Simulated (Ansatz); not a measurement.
Relaxed SiO$_{2}$ (rutile):

```yaml
crystal:
  lattice:
    - [4.23588, 0.00000, 0.00000]
    - [0.00000, 4.23588, 0.00000]
    - [0.00000, 0.00000, 2.68991]
  atoms:
    - { symbol: Si, position: [0.50000, 0.50000, 0.50000] }
    - { symbol: Si, position: [0.00000, 0.00000, 0.00000] }
    - { symbol: O, position: [0.80699, 0.80699, 0.50000] }
    - { symbol: O, position: [0.30699, 0.69301, 0.00000] }
    - { symbol: O, position: [0.69301, 0.30699, 0.00000] }
    - { symbol: O, position: [0.19301, 0.19301, 0.50000] }
```

In each cell atom 5 (O, nearest neighbour Si at 1.774 Å; its periodic images, 2.7 Å or more away, move with it) moves by s·(0.000, 0.000, 1.000) (along Cartesian z), the rest being held.

Calculation: PBE (plane waves to 420 eV, PAW, scalar-relativistic; Ansatz, a quantum-chemistry and plane-wave program). k mesh 6×6×10 (Γ-centred), Fermi-Dirac smearing 0.05 eV. Energies are smeared free energies. SiO2 was relaxed with its symmetry unable to fall. The PAW data are Ansatz's earlier set. ΔE is measured from the undisplaced structure.

**Question.** What ΔE (meV/cell) does the calculation give at s (Å) = -0.530, -0.424, -0.318, -0.212, -0.106, 0.106, 0.424, 0.530?

**Answer.** 
```csv
s (Å),ΔE (meV/cell)
-0.530,2701
-0.424,1706
-0.318,950
-0.212,419
-0.106,104
0.106,104
0.424,1706
0.530,2701
```

(For displaced atoms, the force is minus the slope of the energy, and its curvature is a force constant, which sets phonon frequencies.)
